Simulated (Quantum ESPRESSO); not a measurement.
```cif
data_Na8Ni4O8
_chemical_formula_sum 'O8 Na8 Ni4'
_space_group_name_H-M_alt 'Cmc21'
_space_group_IT_number 36
_space_group_name_Hall 'C 2c -2'
_cell_length_a 2.86542
_cell_length_b 10.21650
_cell_length_c 8.30113
_cell_angle_alpha 90.000
_cell_angle_beta 90.000
_cell_angle_gamma 90.000
loop_
_atom_site_label
_atom_site_type_symbol
_atom_site_symmetry_multiplicity
_atom_site_Wyckoff_symbol
_atom_site_fract_x
_atom_site_fract_y
_atom_site_fract_z
_atom_site_occupancy
O1 O 4 a 0.00000 0.72231 0.09353 1
O2 O 4 a 0.00000 0.48017 0.41016 1
Na1 Na 4 a 0.00000 0.39526 0.15244 1
Na2 Na 4 a 0.00000 0.14857 0.33078 1
Ni1 Ni 4 a 0.00000 0.12205 0.99838 1
```
(The calculation used a cell of 10 atoms; values per cell refer to that cell.)

The geometry is that of Materials Project entry mp-18765, symmetrised and not relaxed again.

Question: What does PBEsol (pw.x of Quantum ESPRESSO, ONCV potentials, without SOC) give for the electronic structure near the Fermi level?

Answer: The PBEsol gap is indirect, 0.59 eV, from T to 38 % of the way from A1 to T; the smallest direct gap is 0.93 eV. Another conduction extremum on the path lies within 0.02 eV, too close to call. The 3d shell has no Hubbard U; the runs are without spin polarisation, and magnetic order was not tried.

Letters of k points follow the standard setting of the lattice, whose axes may be ordered differently from the printed cell.
